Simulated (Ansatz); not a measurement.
Run on Cd (fcc type): DFT, LDA, PAW with Ansatz's default frozen-core files, scalar-relativistic (Ansatz 0.2.0). This run: cell relaxed at zero pressure.

The start is a guessed cell of a prototype that needn't be stable.

Command: `ansatz run input.yaml --threads 1 --pin off --max-ram 3584MiB --backend cpu --events-out ev --progress --plain --runs-dir out` It took 7.2 s on 1 thread of Arm Neoverse V2 (shared host), peak memory 0.3 GiB.

```yaml
crystal:
  lattice:
    - [0.0, 2.1643354282, 2.1643354282]
    - [2.1643354282, 0.0, 2.1643354282]
    - [2.1643354282, 2.1643354282, 0.0]
  atoms:
    - { symbol: Cd, position: [0.0, 0.0, 0.0] }
kpoints:
  mp_grid: { grid: [16, 16, 16] }
scf:
  occupations: { method: fermi_dirac, width: 0.08 }
hamiltonian:
  xc: lda
  pseudopotentials: { kind: paw }
output:
  forces: true
  stress: true
relax:
  f_tol: 0.005
  max_steps: 40
  cell: {}
```

Output:

```
Engine: ansatz 0.2.0
Pseudopotentials: kind: paw
Pseudopotential: Cd, paw, valence charge 20, recommended cutoff 420 eV (normal), Cd.paw.azcp
Functional definition: SPW92
  exchange = slater_x
  correlation = pw_c
Crystal: 1 atoms, lattice volume = 20.277 Å³
Basis set: ecut = 420 eV, 411 PW (Γ)
Bands: 14, of which v1, the nominal top of the filled ones, is band 10 counted from 1 (9 counted from 0)
Symmetry: 48 space group operations
Space group: Fm-3m (ITA 225), of the structure as read, at distance tolerance 2.7e-5 Å
k-points: 145 of 4096
Non-local potential: Cd, projectors of the file, l = 0: 3, l = 1: 2, l = 2: 2, l = 3: 1
PAW form: soft (Blöchl's): semilocal exchange-correlation on the pseudo side does not see the compensation charge
PAW frozen core: Cd, regenerated for the run's functional, and the local potential with it (the file was generated under x = pbe(κ = 0.804, μ = 0.2195149727645171), c = pbe(β = 0.06672455060314922))
PAW one-centre angular grid: Cd, 590 points (default); XC on 64 Gauss nodes
Initial density: superposition of atomic densities (neutral atoms: chi_scale 0, normalization atom), corrected by the library's trained network
Initial wavefunctions: pseudopotential atomic-orbital guess
Functional: x = slater, c = lda
SCF iter   1: F=—  HF=-8117.871504 eV  |F-HF|=—  |Δ(HF+E_count)|=         —  Δρ=1.02e-2  dr2=1.41e-2  ethr=1.77e-3  ⟨swp⟩=5.1  Hψ=10357  notcnv=0
preconditioner: auto → none  [metal: Δε(μ)=0.036 eV  Ē_g=16.747 eV  σ=0.080 eV  W_gap=0.11  n_scr=8 (ndim 8)  ℏωp=28.6 eV  f_vac=0.000  D(μ)=0.49/eV (n_scr^D=0)  sad-step TF]
SCF iter   2: F=—  HF=-8117.867063 eV  |F-HF|=—  |Δ(HF+E_count)|=   4.44e-3  Δρ=3.27e-3  dr2=1.20e-3  ethr=7.07e-5  ⟨swp⟩=2.4  Hψ=4520  notcnv=0
SCF iter   3: F=—  HF=-8117.866730 eV  |F-HF|=—  |Δ(HF+E_count)|=   3.33e-4  Δρ=8.65e-4  dr2=3.27e-5  ethr=5.99e-6  ⟨swp⟩=2.0  Hψ=2724  notcnv=0
SCF iter   4: F=—  HF=-8117.866736 eV  |F-HF|=—  |Δ(HF+E_count)|=   5.90e-6  Δρ=5.81e-5  dr2=2.00e-7  ethr=1.63e-7  ⟨swp⟩=3.0  Hψ=3908  notcnv=0
iter 5 did not close the SCF: its close was put off for the readings that it lacked (scf_convergence_deferred on its scf_iter line)
SCF iter   5: F=-8117.866736 eV  HF=-8117.866736 eV  |F-HF|=1.40e-9  |Δ(HF+E_count)|=   1.47e-7  Δρ=4.56e-6  dr2=2.22e-9  ethr=1.00e-9  ⟨swp⟩=1.1  Hψ=2093  notcnv=0
SCF iter   6: F=-8117.866736 eV  HF=-8117.866736 eV  |F-HF|=9.09e-13  |Δ(HF+E_count)|=  4.91e-10  Δρ=7.35e-8  dr2=7.68e-13  ethr=1.11e-11  ⟨swp⟩=1.1  Hψ=6643  notcnv=0
SCF 1 converged in 6 iterations: F = -8117.866736 eV  dr2 = 7.68e-13
  greatest PAW one-centre occupation: 1.000 electrons in one spin orbital (limit 2), on the Cd atom at site 0 (counted from 0), in its partial waves of l = 0
relax step   1: F+E_penalty+E_count = -8117.86673645 eV  Δ(F+E_penalty+E_count) = +0.000e0 eV  max|allowed force component| = 0.000e0 eV/Å  Δτ_max = 0.0000 Å  P = -1.009 GPa  Ω = 20.277 Å³  (6 SCF iters, dr2 threshold 1.00e-7 eV, accepted)
Crystal: 1 atoms, lattice volume = 19.872 Å³
Basis set: ecut = 420 eV, 387 PW (Γ)
Initial density: handed on by an earlier stage of this run
Initial wavefunctions: those handed on with the density
iter 1 solved again at ethr=1.96e-6 eV; its pass at ethr=3.10e-3 eV (dr2=3.92e-4 eV) is discarded
SCF iter   1: F=—  HF=-8117.867863 eV  |F-HF|=—  |Δ(HF+E_count)|=         —  Δρ=1.29e-3  dr2=3.74e-4  ethr=1.96e-6  ⟨swp⟩=1.8  Hψ=13560  notcnv=0
preconditioner: auto → none  [metal: Δε(μ)=0.064 eV  Ē_g=16.983 eV  σ=0.080 eV  W_gap=0.19  n_scr=8 (ndim 8)  ℏωp=28.9 eV  f_vac=0.000  D(μ)=0.49/eV (n_scr^D=0)]
SCF iter   2: F=—  HF=-8117.867747 eV  |F-HF|=—  |Δ(HF+E_count)|=   1.16e-4  Δρ=5.61e-4  dr2=2.62e-5  ethr=1.87e-6  ⟨swp⟩=2.0  Hψ=2929  notcnv=0
SCF iter   3: F=—  HF=-8117.867730 eV  |F-HF|=—  |Δ(HF+E_count)|=   1.69e-5  Δρ=1.56e-4  dr2=3.39e-6  ethr=1.31e-7  ⟨swp⟩=2.1  Hψ=3267  notcnv=0
SCF iter   4: F=-8117.867728 eV  HF=-8117.867728 eV  |F-HF|=2.36e-8  |Δ(HF+E_count)|=   1.47e-6  Δρ=2.45e-5  dr2=6.49e-8  ethr=5.00e-10  ⟨swp⟩=2.3  Hψ=6971  notcnv=0
SCF 2 converged in 4 iterations: F = -8117.867728 eV  dr2 = 6.49e-8
relax step   2: F+E_penalty+E_count = -8117.86772810 eV  Δ(F+E_penalty+E_count) = -9.917e-4 eV  max|allowed force component| = 0.000e0 eV/Å  Δτ_max = 0.0000 Å  P = +0.310 GPa  Ω = 19.872 Å³  energy of the carried Pulay correction = +7.007e-5 eV  (4 SCF iters, dr2 threshold 1.00e-7 eV, accepted)
Crystal: 1 atoms, lattice volume = 19.966 Å³
iter 1 solved again at ethr=4.77e-8 eV; its pass at ethr=3.10e-3 eV (dr2=9.54e-6 eV) is discarded
SCF iter   1: F=—  HF=-8117.867806 eV  |F-HF|=—  |Δ(HF+E_count)|=         —  Δρ=3.04e-4  dr2=2.01e-5  ethr=4.77e-8  ⟨swp⟩=2.1  Hψ=13184  notcnv=0
eigensolver tolerance schedule calibrated: the retry pair's looser diagonalisation under-reported the residual by θ = 0.52 (0.11/decade); ethr = c·dr2/N_el runs at the constant in force after the calibration composes with the one it found (an armed cap, an earlier calibration), c = 8.4e-2
preconditioner: auto → none  [metal: Δε(μ)=0.060 eV  Ē_g=16.968 eV  σ=0.080 eV  W_gap=0.18  n_scr=8 (ndim 8)  ℏωp=28.8 eV  f_vac=0.000  D(μ)=0.49/eV (n_scr^D=0)]
SCF iter   2: F=—  HF=-8117.867799 eV  |F-HF|=—  |Δ(HF+E_count)|=   6.48e-6  Δρ=1.25e-4  dr2=1.35e-6  ethr=4.77e-8  ⟨swp⟩=2.0  Hψ=3339  notcnv=0
SCF iter   3: F=—  HF=-8117.867799 eV  |F-HF|=—  |Δ(HF+E_count)|=   6.02e-7  Δρ=3.28e-5  dr2=1.44e-7  ethr=4.21e-10  ⟨swp⟩=4.0  Hψ=6392  notcnv=0
SCF iter   4: F=-8117.867799 eV  HF=-8117.867799 eV  |F-HF|=4.33e-10  |Δ(HF+E_count)|=   7.02e-8  Δρ=3.48e-6  dr2=1.36e-9  ethr=4.21e-10  ⟨swp⟩=3.1  Hψ=5541  notcnv=0
SCF 3 converged in 4 iterations: F = -8117.867799 eV  dr2 = 1.36e-9
relax step   3: F+E_penalty+E_count = -8117.86779882 eV  Δ(F+E_penalty+E_count) = -7.072e-5 eV  max|allowed force component| = 0.000e0 eV/Å  Δτ_max = 0.0000 Å  P = -0.011 GPa  Ω = 19.966 Å³  energy of the carried Pulay correction = +5.373e-5 eV  (4 SCF iters, dr2 threshold 1.00e-7 eV, accepted)
Initial wavefunctions: pseudopotential atomic-orbital guess (no wavefunctions were taken with the density)
iter 1 solved again at ethr=1.72e-10 eV; its pass at ethr=3.10e-3 eV (dr2=3.45e-8 eV) is discarded
SCF iter   1: F=—  HF=-8117.867743 eV  |F-HF|=—  |Δ(HF+E_count)|=         —  Δρ=2.78e-5  dr2=2.56e-8  ethr=1.72e-10  ⟨swp⟩=4.0  Hψ=16884  notcnv=0
preconditioner: auto → none  [metal: Δε(μ)=0.060 eV  Ē_g=16.964 eV  σ=0.080 eV  W_gap=0.18  n_scr=8 (ndim 8)  ℏωp=28.8 eV  f_vac=0.000  D(μ)=0.49/eV (n_scr^D=0)]
SCF iter   2: F=—  HF=-8117.867743 eV  |F-HF|=—  |Δ(HF+E_count)|=   6.76e-9  Δρ=1.26e-5  dr2=7.01e-9  ethr=1.28e-10  ⟨swp⟩=2.0  Hψ=3218  notcnv=0
SCF iter   3: F=—  HF=-8117.867743 eV  |F-HF|=—  |Δ(HF+E_count)|=  6.28e-11  Δρ=4.57e-6  dr2=1.16e-9  ethr=3.51e-11  ⟨swp⟩=2.1  Hψ=2726  notcnv=0
SCF iter   4: F=—  HF=-8117.867743 eV  |F-HF|=—  |Δ(HF+E_count)|=  2.70e-10  Δρ=4.12e-7  dr2=1.06e-11  ethr=5.78e-12  ⟨swp⟩=2.0  Hψ=3235  notcnv=0
SCF iter   5: F=-8117.867743 eV  HF=-8117.867743 eV  |F-HF|=0.00e0  |Δ(HF+E_count)|=  1.82e-12  Δρ=9.13e-9  dr2=3.64e-15  ethr=1.00e-12  ⟨swp⟩=4.1  Hψ=6381  notcnv=0
SCF 4 converged in 5 iterations: F = -8117.867743 eV  dr2 = 3.64e-15
relax step   4: F+E_penalty+E_count = -8117.86774349 eV  Δ(F+E_penalty+E_count) = +5.533e-5 eV  max|allowed force component| = 0.000e0 eV/Å  Δτ_max = 0.0000 Å  P = -0.009 GPa  Ω = 19.966 Å³  stress off target by 8.83e-3 GPa  SCF on the basis re-selected at this cell (its energy is not comparable with the rows above)  (5 SCF iters)
basis re-selected at this cell: Δ(F+E_penalty+E_count) = +5.533e-5 eV, ΔP = +0.002 GPa vs the last step (what re-selecting the basis moved, of the pressure what is left beyond the Pulay correction that the steps carried, after the strain that the cell walked since its last selection, with what the two solves' SCF thresholds leave and, on support functions, any second-order correction that the steps lacked; it is no measure of the basis error at this ecutwfc). This SCF's stress stands 8.83e-3 GPa from its target on what of the cell is left free (relax.cell.stress_tol is 5.00e-2 GPa) and its largest allowed force component is 0.00e0 eV/Å (relax.f_tol is 5.00e-3 eV/Å): within both
SCF converged after 5 iterations
Free energy (F): -8117.867743 eV
Harris-Foulkes:  -8117.867743 eV  (|F-HF|=0.00e0)
Internal energy: -8117.858066 eV  (E = F + TS)
E sigma→0 (E₀):  -8117.862905 eV
Entropy (-TS):   -0.009677 eV (-9.677 meV/atom)
Fermi energy:    15.785436 eV
--- Per-component energies (eV) ---
  E_band       = -372.052742
  E_kinetic    = 505.916836
  E_local      = -2795.088998  (includes V_loc(G=0)·N_el)
  E_nonlocal   = 39.363484
  E_hartree    = 1319.801767
  E_xc         = -176.467209
  E_vxc        = -222.626591  (∫ρ·V_xc dr)
  E_paw        = -3945.997537  (= ΣΔE_a)
  E_vpaw       = -539.221020  (= ΣTr[D̂ρ^β])
  E_aug_tail   = 0.000011  (compensation charges beyond the density's cutoff)
  E_ewald      = -3066.152990
  E_core_change = 0.766569  (= ΣΔE_core)
  E_smearing   = -0.009677  (= −TS)
  E_closure    = 0.000000  (closes the sum)
  Σ components = -8117.867743   (vs F -8117.867743, Δ=0.00e0)
--- Forces (eV/Å), atoms counted from 1 ---
  atom   1  Cd    -0.00000000    -0.00000000     0.00000000
  max |Σ_I F_I| component: 4.11e-32 eV/Å
--- Stress (GPa, compression-positive) ---
       -0.008831       0.000000       0.000000
        0.000000      -0.008831       0.000000
        0.000000       0.000000      -0.008831
  P = ⅓ Tr σ = -0.0088 GPa (-0.088 kbar)
--- Relaxed structure (3 steps of the walk, 3 accepted, 1 SCFs on fresh bases) ---
  F+E_penalty+E_count = -8117.86774349 eV   max|allowed force component| = 0.000e0 eV/Å   (the final SCF, on the basis selected at the relaxed cell)
  cell:  # Å, volume = 19.9656 Å³
    - [-8.916901057567284e-34, 2.15319942105491, 2.15319942105491]
    - [2.15319942105491, -4.331066227961252e-34, 2.15319942105491]
    - [2.15319942105491, 2.15319942105491, -5.095372032895586e-35]
  atoms:
    - { symbol: Cd, position: [0.0, 0.0, 0.0] }
```

Next run (fcc relaxed under pressure), as changes to the input before:

```diff
   lattice:
-    - [0.0, 2.1643354282, 2.1643354282]
-    - [2.1643354282, 0.0, 2.1643354282]
-    - [2.1643354282, 2.1643354282, 0.0]
+    - [0.0, 1.9795110359, 1.9795110359]
+    - [1.9795110359, 0.0, 1.9795110359]
+    - [1.9795110359, 1.9795110359, 0.0]
   atoms:
 kpoints:
-  mp_grid: { grid: [16, 16, 16] }
+  mp_grid: { grid: [17, 17, 17] }
 scf:
   stress: true
+  eigenvalues: true
 relax:
   max_steps: 40
-  cell: {}
+  cell: { p_target: 35.0, stress_tol: 0.03 }
```

Command: `ansatz run input.yaml --threads 1 --pin off --max-ram 3584MiB --backend cpu --events-out ev --progress --plain --runs-dir out` It took 7.4 s on 1 thread of Arm Neoverse V2, on a shared host, peak memory 0.29 GiB.

Results part of the output:

```
basis re-selected at this cell: Δ(F+E_penalty+E_count) = -7.111e-6 eV, ΔP = -0.000 GPa vs the last step (what re-selecting the basis moved, of the pressure what is left beyond the Pulay correction that the steps carried, after the strain that the cell walked since its last selection, with what the two solves' SCF thresholds leave and, on support functions, any second-order correction that the steps lacked; it is no measure of the basis error at this ecutwfc). This SCF's stress stands 3.16e-3 GPa from its target on what of the cell is left free (relax.cell.stress_tol is 3.00e-2 GPa) and its largest allowed force component is 0.00e0 eV/Å (relax.f_tol is 5.00e-3 eV/Å): within both
SCF converged after 4 iterations
Free energy (F): -8117.504164 eV
Harris-Foulkes:  -8117.504164 eV  (|F-HF|=9.09e-13)
Internal energy: -8117.497068 eV  (E = F + TS)
E sigma→0 (E₀):  -8117.500616 eV
Entropy (-TS):   -0.007096 eV (-7.096 meV/atom)
Fermi energy:    21.920048 eV
--- Per-component energies (eV) ---
  E_band       = -270.714669
  E_kinetic    = 509.880861
  E_local      = -2364.098621  (includes V_loc(G=0)·N_el)
  E_nonlocal   = 38.981774
  E_hartree    = 1153.942514
  E_xc         = -178.886445
  E_vxc        = -225.801366  (∫ρ·V_xc dr)
  E_paw        = -3945.186929  (= ΣΔE_a)
  E_vpaw       = -537.562358  (= ΣTr[D̂ρ^β])
  E_aug_tail   = 0.000010  (compensation charges beyond the density's cutoff)
  E_ewald      = -3332.896801
  E_core_change = 0.766569  (= ΣΔE_core)
  E_smearing   = -0.007096  (= −TS)
  E_closure    = 0.000000  (closes the sum)
  Σ components = -8117.504164   (vs F -8117.504164, Δ=0.00e0)
--- Forces (eV/Å), atoms counted from 1 ---
  atom   1  Cd     0.00000000     0.00000000     0.00000000
  max |Σ_I F_I| component: 3.70e-32 eV/Å
--- Stress (GPa, compression-positive) ---
       34.996844       0.000000      -0.000000
        0.000000      34.996844      -0.000000
        0.000000       0.000000      34.996844
  P = ⅓ Tr σ = 34.9968 GPa (349.968 kbar)
--- Band table (eV; the first three rows and the last of 165) ---
  k-point 0: bands = ["-81.9521", "-43.0117", "-43.0117", "-43.0117", "9.9035", "11.3269", "11.3269", "11.3269", "12.2607", "12.2607", "35.2905", "38.8771", "38.8771", "38.8771"]
  k-point 1: bands = ["-81.9516", "-43.0168", "-43.0125", "-43.0125", "10.0168", "11.3095", "11.3552", "11.3552", "12.2514", "12.2514", "35.2728", "37.9095", "38.8953", "38.8953"]
  k-point 2: bands = ["-81.9500", "-43.0316", "-43.0147", "-43.0147", "10.3179", "11.3010", "11.4273", "11.4273", "12.2358", "12.2358", "34.6860", "36.5165", "38.9303", "38.9303"]
  k-point 164: bands = ["-81.9304", "-43.1185", "-43.1093", "-43.0701", "10.6967", "11.0772", "11.3346", "12.3337", "13.1689", "23.1137", "24.5219", "25.5279", "26.6820", "41.4074"]
--- Relaxed structure (3 steps of the walk, 2 accepted, 1 SCFs on fresh bases) ---
  F+E_penalty+E_count = -8117.50416442 eV   max|allowed force component| = 0.000e0 eV/Å   (the final SCF, on the basis selected at the relaxed cell)
  cell:  # Å, volume = 15.5453 Å³
    - [6.369215041119491e-36, 1.9808710674977763, 1.9808710674977763]
    - [1.9808710674977763, 1.464919459457482e-34, 1.9808710674977763]
    - [1.9808710674977763, 1.9808710674977763, -1.273843008223896e-35]
  atoms:
    - { symbol: Cd, position: [0.0, 0.0, 0.0] }
```

Next run (bcc relaxed under pressure), as changes to the input before:

```diff
   lattice:
-    - [0.0, 1.9795110359, 1.9795110359]
-    - [1.9795110359, 0.0, 1.9795110359]
-    - [1.9795110359, 1.9795110359, 0.0]
+    - [-1.5711389504, 1.5711389504, 1.5711389504]
+    - [1.5711389504, -1.5711389504, 1.5711389504]
+    - [1.5711389504, 1.5711389504, -1.5711389504]
   atoms:
```

Results part of the output:

```
basis re-selected at this cell: Δ(F+E_penalty+E_count) = -3.327e-5 eV, ΔP = -0.002 GPa vs the last step (what re-selecting the basis moved, of the pressure what is left beyond the Pulay correction that the steps carried, after the strain that the cell walked since its last selection, with what the two solves' SCF thresholds leave and, on support functions, any second-order correction that the steps lacked; it is no measure of the basis error at this ecutwfc). This SCF's stress stands 2.71e-3 GPa from its target on what of the cell is left free (relax.cell.stress_tol is 3.00e-2 GPa) and its largest allowed force component is 0.00e0 eV/Å (relax.f_tol is 5.00e-3 eV/Å): within both
SCF converged after 4 iterations
Free energy (F): -8117.425614 eV
Harris-Foulkes:  -8117.425614 eV  (|F-HF|=0.00e0)
Internal energy: -8117.419554 eV  (E = F + TS)
E sigma→0 (E₀):  -8117.422584 eV
Entropy (-TS):   -0.006060 eV (-6.060 meV/atom)
Fermi energy:    22.091959 eV
--- Per-component energies (eV) ---
  E_band       = -273.385885
  E_kinetic    = 509.868776
  E_local      = -2374.121203  (includes V_loc(G=0)·N_el)
  E_nonlocal   = 39.095179
  E_hartree    = 1157.632642
  E_xc         = -178.796189
  E_vxc        = -225.683050  (∫ρ·V_xc dr)
  E_paw        = -3945.333424  (= ΣΔE_a)
  E_vpaw       = -537.810929  (= ΣTr[D̂ρ^β])
  E_aug_tail   = 0.000010  (compensation charges beyond the density's cutoff)
  E_ewald      = -3326.531914
  E_core_change = 0.766569  (= ΣΔE_core)
  E_smearing   = -0.006060  (= −TS)
  E_closure    = -0.000000  (closes the sum)
  Σ components = -8117.425614   (vs F -8117.425614, Δ=0.00e0)
--- Forces (eV/Å), atoms counted from 1 ---
  atom   1  Cd    -0.00000000    -0.00000000     0.00000000
  max |Σ_I F_I| component: 4.36e-31 eV/Å
--- Stress (GPa, compression-positive) ---
       34.997293      -0.000000      -0.000000
       -0.000000      34.997293       0.000000
       -0.000000       0.000000      34.997293
  P = ⅓ Tr σ = 34.9973 GPa (349.973 kbar)
--- Band table (eV; the first three rows and the last of 165) ---
  k-point 0: bands = ["-82.0896", "-43.1484", "-43.1484", "-43.1484", "9.8126", "11.0628", "11.0628", "11.0628", "12.3208", "12.3208", "37.1828", "37.1828", "37.1828", "43.1607"]
  k-point 1: bands = ["-82.0890", "-43.1537", "-43.1503", "-43.1484", "9.9320", "11.0385", "11.0714", "11.1249", "12.2945", "12.3223", "36.8344", "37.1386", "37.2426", "41.8095"]
  k-point 2: bands = ["-82.0873", "-43.1687", "-43.1559", "-43.1482", "10.2484", "10.9695", "11.1282", "11.3059", "12.2320", "12.3269", "35.6106", "36.8307", "37.4090", "40.4227"]
  k-point 164: bands = ["-82.0576", "-43.2671", "-43.2664", "-43.2664", "9.9392", "9.9502", "12.9559", "12.9559", "12.9756", "24.7348", "25.3294", "25.3294", "31.2772", "31.7221"]
--- Relaxed structure (4 steps of the walk, 3 accepted, 1 SCFs on fresh bases) ---
  F+E_penalty+E_count = -8117.42561377 eV   max|allowed force component| = 0.000e0 eV/Å   (the final SCF, on the basis selected at the relaxed cell)
  cell:  # Å, volume = 15.6376 Å³
    - [-1.5753244773849189, 1.5753244773849189, 1.5753244773849189]
    - [1.5753244773849189, -1.5753244773849189, 1.5753244773849189]
    - [1.5753244773849189, 1.5753244773849189, -1.5753244773849189]
  atoms:
    - { symbol: Cd, position: [0.0, 0.0, 0.0] }
```

The PAW files were made under PBE.
